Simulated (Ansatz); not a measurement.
Ti3Zn3N:
```xyz
28
Lattice="0.0000 5.6996 5.6996 5.6996 0.0000 5.6996 5.6996 5.6996 0.0000" Properties=species:S:1:pos:R:3 pbc="T T T"
Ti     5.6996     5.6996     3.6460
Ti     8.5494     8.5494     6.4958
Ti     5.6996     5.6996     7.7532
Ti     8.5494     8.5494    10.6031
Ti     3.6460     5.6996     5.6996
Ti     6.4958     8.5494     8.5494
Ti     7.7532     5.6996     5.6996
Ti    10.6031     8.5494     8.5494
Ti     5.6996     3.6460     5.6996
Ti     8.5494     6.4958     8.5494
Ti     5.6996     7.7532     5.6996
Ti     8.5494    10.6031     8.5494
Zn     1.4249     4.2747     4.2747
Zn     4.2747     4.2747     1.4249
Zn     4.2747     1.4249     4.2747
Zn     1.4249     1.4249     1.4249
Zn    10.4405     6.6584     6.6584
Zn     7.5907     7.5907     3.8086
Zn     6.6584    10.4405     6.6584
Zn     3.8086     3.8086     3.8086
Zn    10.4405    10.4405    10.4405
Zn     7.5907     3.8086     7.5907
Zn     6.6584     6.6584    10.4405
Zn     3.8086     7.5907     7.5907
N      7.1245     4.2747     4.2747
N      4.2747     4.2747     7.1245
N      4.2747     7.1245     4.2747
N      7.1245     7.1245     7.1245
```

This is the r²SCAN-relaxed structure.

Q: All from plane-wave PAW r²SCAN (Ansatz code), unless another level is named. Predict the electronic character.

A: metallic (no gap).

Q: Next, the formation energy from the elements (no fitted shifts)?

A: -0.80 eV/atom.

Q: And the density of states at the Fermi level?

A: 0.70 states/eV per atom (mean over ±0.08 eV).

Space group Fd-3m. The first step of the workflow began from a Materials Project structure, measured or hypothetical; the Crystallography Open Database copy checked does not list it. Whether it is the stable phase at ambient conditions was not checked. The cell was relaxed with r²SCAN under the symmetry of its start; its stability against distortions is not shown here. No spin polarisation was allowed. The references are the lowest solids computed at this level, not always the standard phases (solids in place of the gases).

Potentials: the later of the program's two PAW sets.
